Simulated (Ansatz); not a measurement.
CdSe (zinc blende)

```
CdSe
1.0
    0.00000     3.06666     3.06666
    3.06666     0.00000     3.06666
    3.06666     3.06666     0.00000
Se Cd
1 1
Direct
  0.75000   0.75000   0.75000
  0.00000   0.00000   0.00000
```

E(V) scan at fixed shape, V₀ the volume above. Symmetry pins the atoms to their sites.

The numbers are results of r2SCAN (plane waves to 500 eV, PAW, scalar-relativistic; Ansatz, an electronic-structure program), not measurements. k mesh 9×9×9 (Γ-centred), Fermi-Dirac smearing 0.05 eV. Energies are smeared free energies. Stress and pressure are positive under compression. CdSe was relaxed with its symmetry unable to fall. The PAW data are Ansatz's earlier set. ΔE is measured from the relaxed starting cell.

| V (Å³/atom) | ΔE (meV/atom) |
|---|---|
| 24.226 | 164.2 |
| 24.995 | 107.7 |
| 25.764 | 65.2 |
| 26.533 | 34.7 |
| 27.302 | 14.7 |
| 28.071 | 3.5 |
| 28.840 | 0.0 |
| 29.609 | 3.1 |
| 30.378 | 11.9 |
| 31.147 | withheld |
| 31.916 | 43.6 |
| 32.685 | 65.3 |
| 33.455 | 90.0 |

**Question.** Fit a third-order Birch-Murnaghan form (E₀, V₀, B₀, B₀′ free) to the given rows and predict ΔE at V = 31.147.

**Answer.** Least squares on the 12 given rows: ΔE = E₀ + (9V₀B₀/16)·y²·[2 + (B₀′ − 4)y], y = (V₀/V)^(2/3) − 1, with V₀ = 28.844 Å³/atom, B₀ = 51.52 GPa (160.2 GPa = 1 eV/Å³; the term in eV is multiplied by 1000), B₀′ = 4.56, E₀ = 0.00 meV/atom; root-mean-square residual 0.03 meV/atom. At 31.147 the fit gives 25.6 meV/atom; the calculation gives 25.7 meV/atom, so the interpolation is off by -0.1 (-0.4 %). For the pressure the fit gives -3.3 GPa against the computed -3.3 GPa.

(A scan under strain: stresses follow from slopes of the energy per volume, elastic moduli from its curvatures.)
